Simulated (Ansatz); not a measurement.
Si:
```
Si
1.0
    3.89041     0.00000     0.00000
   -1.94520     3.36919     0.00000
    0.00000     0.00000     4.12084
Si
3
Cartesian
  1.94520   0.00000   0.00000
 -0.97260   1.68460   1.37361
  0.97260   1.68460   2.74723
```

This is the r²SCAN-relaxed structure. x, y and z are the axes in which the lattice vectors are written.

Question: All from r²SCAN in the plane-wave PAW code Ansatz, unless another level is named. Estimate the bulk modulus (Birch–Murnaghan fit).

Answer: 103 GPa.

Question: Predict the elastic constants (relaxed ions, GPa).

Answer: C11 = 209, C12 = 47.2, C13 = 61.5, C33 = 176, C44 = 88.4.

Space group P6_422. The start of the workflow was typed in or built on a structure type; neither database checked (COD, Materials Project) lists it. It is not the phase usual at ambient conditions (space group No. 227). Symmetry was held in the r²SCAN relaxation; its stability against distortions is not shown here. As this level gives no gap, shear constants depend on the k-mesh and smearing (Fermi–Dirac, 0.1 eV here).

Potentials: the later of the program's two PAW sets.
